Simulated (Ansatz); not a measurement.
Total density of states per atom from DFT-r²SCAN in the program Ansatz with PAW potentials, in 0.25 eV bins, energy from the valence-band maximum:

```json
[
 {"E (eV)": "-7.85", "states/eV/atom": "0.20"},
 {"E (eV)": "-7.60", "states/eV/atom": "0.11"},
 {"E (eV)": "-7.35", "states/eV/atom": "0.04"},
 {"E (eV)": "-7.10", "states/eV/atom": "0.13"},
 {"E (eV)": "-6.85", "states/eV/atom": "0.21"},
 {"E (eV)": "-6.60", "states/eV/atom": "0.28"},
 {"E (eV)": "-6.35", "states/eV/atom": "0.34"},
 {"E (eV)": "-6.10", "states/eV/atom": "0.22"},
 {"E (eV)": "-5.85", "states/eV/atom": "0.13"},
 {"E (eV)": "-5.60", "states/eV/atom": "0.28"},
 {"E (eV)": "-5.35", "states/eV/atom": "1.21"},
 {"E (eV)": "-5.10", "states/eV/atom": "1.07"},
 {"E (eV)": "-4.85", "states/eV/atom": "0.11"},
 {"E (eV)": "-4.60", "states/eV/atom": "0.00"},
 {"E (eV)": "-4.35", "states/eV/atom": "0.00"},
 {"E (eV)": "-4.10", "states/eV/atom": "0.00"},
 {"E (eV)": "-3.85", "states/eV/atom": "0.00"},
 {"E (eV)": "-3.60", "states/eV/atom": "0.00"},
 {"E (eV)": "-3.35", "states/eV/atom": "0.00"},
 {"E (eV)": "-3.10", "states/eV/atom": "0.38"},
 {"E (eV)": "-2.85", "states/eV/atom": "0.95"},
 {"E (eV)": "-2.60", "states/eV/atom": "0.90"},
 {"E (eV)": "-2.35", "states/eV/atom": "0.88"},
 {"E (eV)": "-2.10", "states/eV/atom": "0.76"},
 {"E (eV)": "-1.85", "states/eV/atom": "1.22"},
 {"E (eV)": "-1.60", "states/eV/atom": "1.18"},
 {"E (eV)": "-1.35", "states/eV/atom": "0.43"},
 {"E (eV)": "-1.10", "states/eV/atom": "0.47"},
 {"E (eV)": "-0.85", "states/eV/atom": "1.04"},
 {"E (eV)": "-0.60", "states/eV/atom": "0.95"},
 {"E (eV)": "-0.35", "states/eV/atom": "0.92"},
 {"E (eV)": "-0.10", "states/eV/atom": "0.59"},
 {"E (eV)": "0.15", "states/eV/atom": "0.00"},
 {"E (eV)": "0.40", "states/eV/atom": "0.00"},
 {"E (eV)": "0.65", "states/eV/atom": "0.00"},
 {"E (eV)": "0.90", "states/eV/atom": "0.00"},
 {"E (eV)": "1.15", "states/eV/atom": "0.00"},
 {"E (eV)": "1.40", "states/eV/atom": "0.00"},
 {"E (eV)": "1.65", "states/eV/atom": "0.00"},
 {"E (eV)": "1.90", "states/eV/atom": "0.00"},
 {"E (eV)": "2.15", "states/eV/atom": "0.00"},
 {"E (eV)": "2.40", "states/eV/atom": "0.00"},
 {"E (eV)": "2.65", "states/eV/atom": "0.00"},
 {"E (eV)": "2.90", "states/eV/atom": "0.00"},
 {"E (eV)": "3.15", "states/eV/atom": "0.00"},
 {"E (eV)": "3.40", "states/eV/atom": "0.00"},
 {"E (eV)": "3.65", "states/eV/atom": "0.00"},
 {"E (eV)": "3.90", "states/eV/atom": "0.00"},
 {"E (eV)": "4.15", "states/eV/atom": "0.00"},
 {"E (eV)": "4.40", "states/eV/atom": "0.00"},
 {"E (eV)": "4.65", "states/eV/atom": "0.00"},
 {"E (eV)": "4.90", "states/eV/atom": "0.00"},
 {"E (eV)": "5.15", "states/eV/atom": "0.00"},
 {"E (eV)": "5.40", "states/eV/atom": "0.00"},
 {"E (eV)": "5.65", "states/eV/atom": "0.00"},
 {"E (eV)": "5.90", "states/eV/atom": "0.00"},
 {"E (eV)": "6.15", "states/eV/atom": "0.00"},
 {"E (eV)": "6.40", "states/eV/atom": "0.00"},
 {"E (eV)": "6.65", "states/eV/atom": "0.02"},
 {"E (eV)": "6.90", "states/eV/atom": "0.03"},
 {"E (eV)": "7.15", "states/eV/atom": "0.05"},
 {"E (eV)": "7.40", "states/eV/atom": "0.05"},
 {"E (eV)": "7.65", "states/eV/atom": "0.07"},
 {"E (eV)": "7.90", "states/eV/atom": "0.08"},
 {"E (eV)": "8.15", "states/eV/atom": "0.10"},
 {"E (eV)": "8.40", "states/eV/atom": "0.12"},
 {"E (eV)": "8.65", "states/eV/atom": "0.16"},
 {"E (eV)": "8.90", "states/eV/atom": "0.17"},
 {"E (eV)": "9.15", "states/eV/atom": "0.18"},
 {"E (eV)": "9.40", "states/eV/atom": "0.23"},
 {"E (eV)": "9.65", "states/eV/atom": "0.26"},
 {"E (eV)": "9.90", "states/eV/atom": "0.51"},
 {"E (eV)": "10.15", "states/eV/atom": "0.65"},
 {"E (eV)": "10.40", "states/eV/atom": "0.65"},
 {"E (eV)": "10.65", "states/eV/atom": "0.50"},
 {"E (eV)": "10.90", "states/eV/atom": "0.49"},
 {"E (eV)": "11.15", "states/eV/atom": "0.80"}
]
```

Which of these materials gives this?
(A) Si, Fd-3m (Si on 32e)
(B) SiO2, Ama2 (Si on 8c, O on 4a, O on 8c, O on 4b)
(C) SiGe, R-3m (Ge on 3a, Si on 3b)
(D) Li2Nb4NiO12, P1 (Pearson symbol aP19)

B, SiO2, Ama2 (Si on 8c, O on 4a, O on 8c, O on 4b). Top 1 eV of the valence band: O 2p 97 %. Bottom 1 eV of the conduction band: Si 3s 36 %, Si 3p 17 %, O 2s 17 %, outside the projected shells 26 %. Projections are on Löwdin-orthogonalised atomic valence shells; empty p or d shells of many metals are not among them.

The first step of the workflow began from a Materials Project structure, measured or hypothetical; the Crystallography Open Database copy checked does not list it. It is not the phase usual at ambient conditions (space group No. 92, 152, 154). The r²SCAN relaxation kept the symmetry of its start; whether a distortion lowers the energy is not shown.

Potentials: the later of the program's two PAW sets.
